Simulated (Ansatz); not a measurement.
The calculation used Ansatz 0.2.0, DFT PBE, scalar-relativistic, plane waves, PAW. All cells share a 420 eV cutoff and Γ-centred k meshes spaced at most about 0.3 Å⁻¹ (about 0.25 or finer for metals, 2π included). No spin polarisation in the final relaxations.

Each of these unrelaxed guesses is relaxed in cell and atoms within its symmetry. A guess keeps its type if space group and coordination stay and the shape of the cell changes little (axis ratios within about 15 %, angles within 6°); the volume may change.

1. Al3Si2B

```
Al Si B
1.0
     0.00000    3.91705    3.96897
     3.04959    0.00000    3.96897
     3.04959    3.91705    0.00000
Al Si B
3 2 1
Cartesian
  3.0496 3.9171 1.4817
  3.0496 3.9171 6.4562
  3.0496 3.9171 3.9690
  4.6904 3.9171 3.9690
  1.4088 3.9171 3.9690
  0.0000 0.0000 0.0000
```

2. Sn3Ru

```
Sn Ru
1.0
     0.00000    4.02190    4.02190
     4.02190    0.00000    4.02190
     4.02190    4.02190    0.00000
Sn Ru
3 1
Direct
  0.25000 0.25000 0.25000
  0.75000 0.75000 0.75000
  0.50000 0.50000 0.50000
  0.00000 0.00000 0.00000
```

3. Al3Si2B

```
Al Si B
1.0
     2.55937    1.47765    3.81641
    -2.55937    1.47765    3.81641
     0.00000   -2.95530    3.81641
Al Si B
3 2 1
Direct
  0.00000 0.50000 0.00000
  0.50000 0.00000 0.00000
  0.00000 0.00000 0.50000
  0.62707 0.62707 0.62707
  0.37293 0.37293 0.37293
  0.00000 0.00000 0.00000
```

Problem. Which keep their type?

Solution. Guess 2 keeps its type.

```json
{"guess": "1", "kept": "no", "start group": "Fmmm", "end group": "Fmmm", "V start (Å³/atom)": "15.8", "V end": "18.8", "b/a and c/a, end over start": "1.51, 1.67", "nearest neighbours start": "Al 1/2, B 4, Si 1", "nearest neighbours end": "Al 1/4, B 4, Si 1"}
{"guess": "2", "kept": "yes", "start group": "Fm-3m", "end group": "Fm-3m", "V start (Å³/atom)": "32.5", "V end": "21.7", "b/a and c/a, end over start": "1.00, 1.00", "nearest neighbours start": "Ru 8, Sn 8", "nearest neighbours end": "Ru 8, Sn 8"}
{"guess": "3", "kept": "no", "start group": "R-3m", "end group": "R-3m", "V start (Å³/atom)": "14.4", "V end": "15.1", "b/a and c/a, end over start": "1.00, 0.69", "nearest neighbours start": "Al 6, B 6, Si 16", "nearest neighbours end": "Al 4, B 6, Si 1"}
```

Neighbours count within 15 % of an atom's shortest distance; end groups are read at 0.02 Å (0.05 Å in metals).

Cells relaxed within their symmetry can be saddle points.

In counts of neighbours, a slash parts the counts of unlike sites.
